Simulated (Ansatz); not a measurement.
Input:

LaCoN3:
```yaml
crystal:
  lattice:
    - [5.23595, 1.98629, 0.00000]
    - [-5.23595, 1.98629, 0.00000]
    - [-1.53459, 0.00000, 7.14816]
  atoms:
    - { symbol: La, position: [0.83391, 0.16609, 0.20332] }
    - { symbol: La, position: [0.16609, 0.83391, 0.79668] }
    - { symbol: Co, position: [0.53932, 0.46068, 0.15474] }
    - { symbol: Co, position: [0.46068, 0.53932, 0.84526] }
    - { symbol: N, position: [0.36605, 0.63395, 0.02564] }
    - { symbol: N, position: [0.63395, 0.36605, 0.97436] }
    - { symbol: N, position: [0.60504, 0.39496, 0.38068] }
    - { symbol: N, position: [0.39496, 0.60504, 0.61932] }
    - { symbol: N, position: [0.34961, 0.65039, 0.45895] }
    - { symbol: N, position: [0.65039, 0.34961, 0.54105] }
```

This is the LDA-relaxed structure. Cartesian axes are those of the cell as given.

Task: All from LDA in the plane-wave PAW code Ansatz, unless another level is named. Give the formation energy from the elements (no fitted shifts).

Result: -0.78 eV/atom.

Task: Next, the weight of the conduction-edge state by species (Voronoi cells)?

Result: Co 57 %, N 31 %, La 12 %.

Task: What about the conduction-band minimum?

Result: off the standard path, at k = (0.458, -0.458, 0.177).

Task: Predict the weight of the valence-edge state by species (Voronoi cells).

Result: Co 62 %, N 28 %, La 10 %.

Space group C2/m. The first step of the workflow began from a Materials Project structure, measured or hypothetical; the Crystallography Open Database copy checked does not list it. Its standing as an ambient phase is unchecked. The cell was relaxed with LDA under the symmetry of its start; whether a distortion lowers the energy is not shown. The run is not spin-polarised. The references are the lowest solids computed at this level, not always the standard phases (solids in place of the gases). Spin–orbit coupling is left out wherever it is not named.

Potentials: the later of the program's two PAW sets.
